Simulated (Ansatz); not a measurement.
# Run record: elastic constants by finite strains of CaO (Fm-3m)

Computed with r²SCAN, PAW on Ansatz 0.2.0's default frozen-core files (fitted under PBE), scalar-relativistic; not a measurement.

The cell comes from a PAW relaxation under the same functional.

Command line:

```sh
ansatz run input.yaml --threads 1 --pin off --max-ram 1228MiB --backend cpu --events-out ev --progress --plain --runs-dir out
```

Input file:

```yaml
crystal:
  lattice:
    - [0.0, 2.39744228864, 2.39744228864]
    - [2.39744228864, 0.0, 2.39744228864]
    - [2.39744228864, 2.39744228864, 0.0]
  atoms:
    - { symbol: Ca, position: [0.0, 0.0, 0.0] }
    - { symbol: O, position: [0.5, 0.5, 0.5] }
kpoints:
  mp_grid: { grid: [10, 10, 10] }
scf:
  occupations: { method: fixed }
hamiltonian:
  xc: r2scan
  pseudopotentials: { kind: paw }
elastic:
  mode: relaxed_ion
  stencil: two_point
  amplitude: 0.005
```

Output (shortened where marked):

```
Warning: RAYON_NUM_THREADS=1 ignored (pool sized by the plan → 1); use --threads N
Engine: ansatz 0.2.0, x86_64-unknown-linux-gnu
Pseudopotentials: kind: paw
Pseudopotential: Ca, paw, valence charge 10, recommended cutoff 500 eV (meta_gga), Ca.paw.azcp
Pseudopotential: O, paw, valence charge 6, recommended cutoff 500 eV (meta_gga), O.paw.azcp
Functional definition: r2SCAN
  parameter k0 = 0.174
  parameter k1 = 0.065
  parameter a1 = 4.9479
  exchange = r2scan_x(k0 = k0, k1 = k1, a1 = a1)
  correlation = r2scan_c
Crystal: 2 atoms, lattice volume = 27.560 Å³
Basis set: ecut = 500 eV, 725 PW (Γ), exchange–correlation on 100×100×100 points (64 copies of the dense FFT grid, shifted against one another)
Bands: 12, of which v1, the nominal top of the filled ones, is band 8 counted from 1 (7 counted from 0)
Symmetry: 48 space group operations
Space group: Fm-3m (ITA 225), of the structure as read, at distance tolerance 3.0e-5 Å
k-points: 47 of 1000
Non-local potential: Ca, projectors of the file, l = 0: 3, l = 1: 2, l = 2: 2
Non-local potential: O, projectors of the file, l = 0: 2, l = 1: 2, l = 2: 1
PAW form: soft (Blöchl's): semilocal exchange-correlation on the pseudo side does not see the compensation charge
PAW frozen core: Ca, regenerated for the run's functional (the file was generated under x = pbe(κ = 0.804, μ = 0.2195149727645171), c = pbe(β = 0.06672455060314922))
PAW frozen core: O, regenerated for the run's functional (the file was generated under x = pbe(κ = 0.804, μ = 0.2195149727645171), c = pbe(β = 0.06672455060314922))
PAW one-centre angular grid: Ca, 302 points (default); XC on 160 Gauss nodes
PAW one-centre angular grid: O, 302 points (default); XC on 160 Gauss nodes
Initial density: superposition of atomic densities (neutral atoms: chi_scale 0, normalization atom), corrected by the library's trained network
Initial wavefunctions: pseudopotential atomic-orbital guess
Functional: x = r2scan, c = r2scan; τ floored in thin density (d = 2e-4 eV/Å³)
[... 87 lines left out ...]
  E_vtau       = 18.638635  (kinetic-family band-sum trace: ∫τ·v_τ [+ j·A + Jᵃ·Aᵃ] dr)
  E_ewald      = -1132.642999
  E_core_change = -0.252606  (= ΣΔE_core)
  E_smearing   = -0.000000  (= −TS)
  E_closure    = 0.000000  (closes the sum)
  Σ components = -2394.094294   (vs F -2394.094294, Δ=0.00e0)
--- Forces (eV/Å), atoms counted from 1 ---
  atom   1  Ca    -0.00000000     0.00000000     0.00000000
  atom   2  O      0.00000000    -0.00000000    -0.00000000
  max |Σ_I F_I| component: 2.51e-29 eV/Å
--- Stress (GPa, compression-positive) ---
       -0.002935       0.000000      -0.000000
       -0.000000      -0.002935      -0.000000
       -0.000000       0.000000      -0.002935
  P = ⅓ Tr σ = -0.0029 GPa (-0.029 kbar)
--- Elastic constants: 2 strain directions × 2 members + reference (group order 48) ---
  dense FFT box of the reference and of every strained cell: 25×25×25
  strains applied: 11, 23; error gains: componentwise 1.00 (the most a stress slope's error grows in a printed constant), spectral 1.73 (1 for all six strains in a standard setting)
  C = ∂σ_k/∂η_j (tension-positive GPa; Voigt order 11 22 33 23 13 12):
       231.654     59.595     59.595     -0.000     -0.000      0.000
        59.595    231.654     59.595      0.000     -0.000     -0.000
        59.595     59.595    231.654     -0.000      0.000      0.000
         0.000     -0.000     -0.000     79.407      0.000     -0.000
         0.000      0.000     -0.000     -0.000     79.407      0.000
        -0.000      0.000      0.000     -0.000     -0.000     79.407
  reference stress σ⁰ (GPa):      0.003      0.003      0.003      0.000      0.000      0.000
  C* (energy form; C + prestress term) asymmetry max|C*_kj − C*_jk| = 5.684e-14 GPa — a small one proves nothing (zero by symmetry where the batch's group is 432, −43m or m−3m); a large one is finite-difference/SCF noise where ...
  moduli (Voigt/Reuss/Hill, GPa): K = 116.95/116.95/116.95   G = 82.06/81.93/81.99   E = 199.38   ν = 0.216
  mechanically stable: yes (min eigenvalue of sym C = 79.41 GPa)
  strain η (Voigt 11):  stress-route row diagonal C_11 = 231.65 GPa, energy-path curvature d²(F+E_count+ΔE)/dδ²/Ω₀ = 231.61 GPa
         δ    σ_11 (GPa)             F (eV)   n_scf  n_hpsi   n_pw
    -5.000e-3      -1.1919       -2394.0937909      10   29171    725   relax 0 steps, max|allowed force component| 1.73e-30 eV/Å
     5.000e-3       1.1247       -2394.0938055       7   22477    725   relax 0 steps, max|allowed force component| 2.17e-29 eV/Å
  strain η (Voigt 23):  stress-route row diagonal C_44 = 79.41 GPa, energy-path curvature d²(F+E_count+ΔE)/dδ²/Ω₀ = 79.39 GPa
         δ    σ_23 (GPa)             F (eV)   n_scf  n_hpsi   n_pw
    -5.000e-3      -0.3970       -2394.0941246       9   46877    725   relax 0 steps, max|allowed force component| 6.76e-29 eV/Å
     5.000e-3       0.3970       -2394.0941246       6   34119    725   relax 0 steps, max|allowed force component| 5.32e-29 eV/Å
```

Self-consistency was reached.

**Strained cells**

Elastic constants of a crystal by Kohn-Sham DFT: slopes of the stress over finite engineering strains of the given cell, Voigt indices, Cartesian axes as in the input; stress of each strained cell less that at rest, tension positive.

| strain component | strain | stress xx (GPa) | stress yy (GPa) | stress zz (GPa) | stress yz (GPa) | stress xz (GPa) | stress xy (GPa) | relaxation steps |
| --- | --- | --- | --- | --- | --- | --- | --- | --- |
| xx | -0.005 | -1.195 | -0.301 | -0.301 | 0 | 0 | 0 | 0 |
| xx | 0.005 | 1.122 | 0.2949 | 0.2949 | 0 | 0 | 0 | 0 |
| yz | -0.005 | 0.0019 | -0.0007 | -0.0007 | -0.397 | 0 | 0 | 0 |
| yz | 0.005 | 0.0019 | -0.0007 | -0.0007 | 0.397 | 0 | 0 | 0 |

### Elastic moduli

Hill averages of a grain aggregate, Debye temperature from the mean sound speed over directions.

```
Bulk modulus                     : 116.9 GPa
Shear modulus                    : 81.99 GPa
Young modulus                    : 199.4 GPa
Poisson ratio                    : 0.2159
Bulk over shear modulus          : 1.426
Elastic anisotropy index         : 0.0077
Least young modulus              : 194.3 GPa
Largest young modulus            : 207.3 GPa
Longitudinal sound speed         : 8183 m/s
Transverse sound speed           : 4926 m/s
Elastic debye temperature        : 676.4 K
Linear compressibility (x, y, z) : 2.85, 2.85, 2.85 1/TPa
Zener ratio                      : 0.923
Cauchy pressure                  : -19.81 GPa
```

**Elastic constants**

| Property | Result |
| --- | --- |
| Pressure at rest | -0.003 GPa |
| Least elastic eigenvalue | 79.41 GPa |
| Elastically stable | yes |

```tsv
index	elastic (GPa)
11	231.7
12	59.6
44	79.41
```

Limits of these numbers: frozen-core PAW files fitted under PBE, their cores solved anew for the functional of the run.

It took 33 s on 1 thread of Intel(R) Xeon(R) Platinum 8259CL CPU @ 2.50GHz (Skylake/Cascade Lake), on a shared host, peak memory 0.48 GiB.
